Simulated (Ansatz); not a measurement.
A geometry of LiNbO3 away from equilibrium: step 5 of the relaxation of a relaxed LiNbO3 cell shaken by Gaussian noise of σ = 0.08 Å a coordinate. Method: PBE (plane waves to 420 eV, PAW, scalar-relativistic; Ansatz, a program for electronic structure). Γ-centred k-mesh 5×5×5 on the run's cell (coarser than for final values), Fermi–Dirac smearing 0.05 eV.

```yaml
crystal:
  lattice:
    - [5.52617, -0.04936, 0.04158]
    - [-2.80583, 4.87587, -0.04810]
    - [0.04055, -0.03076, 5.40943]
  atoms:
    - { symbol: Li, position: [0.40706, 0.75639, 0.77831] }
    - { symbol: Li, position: [0.61390, 0.17331, 0.23181] }
    - { symbol: Nb, position: [0.01138, 0.02430, 0.99871] }
    - { symbol: Nb, position: [0.99288, 0.99316, 0.49985] }
    - { symbol: O, position: [0.13332, 0.31216, 0.25854] }
    - { symbol: O, position: [0.69076, 0.85479, 0.25291] }
    - { symbol: O, position: [0.18251, 0.88341, 0.24464] }
    - { symbol: O, position: [0.88462, 0.70531, 0.75116] }
    - { symbol: O, position: [0.31054, 0.19922, 0.74863] }
    - { symbol: O, position: [0.78993, 0.10455, 0.76205] }
```

### Question
Give the Cartesian forces on all atoms (eV/Å).

### Answer
```tsv
atom	Fx	Fy	Fz
Li1	-0.06	0.01	0.01
Li2	-0.05	-0.32	0.10
Nb3	0.53	0.99	0.09
Nb4	0.36	-0.73	-0.11
O5	-0.11	0.08	-0.30
O6	-0.26	-0.13	0.21
O7	0.09	0.11	0.06
O8	0.38	0.24	-0.28
O9	-0.64	0.21	0.11
O10	-0.24	-0.47	0.11
```

### Question
What is the pressure?

### Answer
+0.8 GPa, compression positive.

No spin polarisation in the result.

The end of the path is a generated cell of LiNbO3: the first start was made by placing the elements on the sites of a structure type, and the end was not matched to a known phase here, so it may be hypothetical. Known forms of LiNbO3 include space group No. 161.
